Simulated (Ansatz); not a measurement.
HBr:
```
CELL_PARAMETERS angstrom
      3.13452    -2.64466     0.00000
      3.13452     2.64466     0.00000
      0.00000     0.00000     5.43998
ATOMIC_POSITIONS crystal
  H  0.06080 0.93920 0.81670
  H  0.93920 0.06080 0.31670
  Br 0.25487 0.74513 0.00430
  Br 0.74513 0.25487 0.50430
```

Tensor components refer to the Cartesian frame of this cell.

Question: Give the proper piezoelectric stress tensor with relaxed ions from plane-wave PAW r²SCAN+D4 (Ansatz code).

Answer: In C/m², rows x, y, z, Voigt columns; mesh uncertainty up to 0.00.
```
0.00  0.00  0.00  0.00  0.01  0.00
0.00  0.00  0.00  0.09  0.00  0.00
0.01  0.14  0.27  0.00  0.00  0.00
```

The elastic tensor of the same run (GPa):

|  | 1 | 2 | 3 | 4 | 5 | 6 |
|---|---|---|---|---|---|---|
| 1 | 8.5 | 3.5 | 2.5 | 0.0 | 0.0 | 0.0 |
| 2 | 3.5 | 9.5 | 5.8 | 0.0 | 0.0 | 0.0 |
| 3 | 2.5 | 5.8 | 12.0 | 0.0 | 0.0 | 0.0 |
| 4 | 0.0 | 0.0 | 0.0 | 10.0 | 0.0 | 0.0 |
| 5 | 0.0 | 0.0 | 0.0 | 0.0 | 3.9 | 0.0 |
| 6 | 0.0 | 0.0 | 0.0 | 0.0 | 0.0 | 4.5 |

Question: Convert to strain constants d = e·S.

Answer: In pC/N:
```
 0.0   0.0   0.0   0.0   1.4   0.0
 0.0   0.0   0.0   9.0   0.0   0.0
-7.3   3.3  22.6   0.0   0.0   0.0
```

Space group Cmc2_1. The workflow started from an entry of the Crystallography Open Database (COD), which files this formula under 3 space groups. The cell was relaxed with r²SCAN+D4 under the symmetry of its start; of distortions, only those at the zone centre were tested. The substance is a gas or liquid at ambient conditions.

Potentials: the later of the program's two PAW sets.
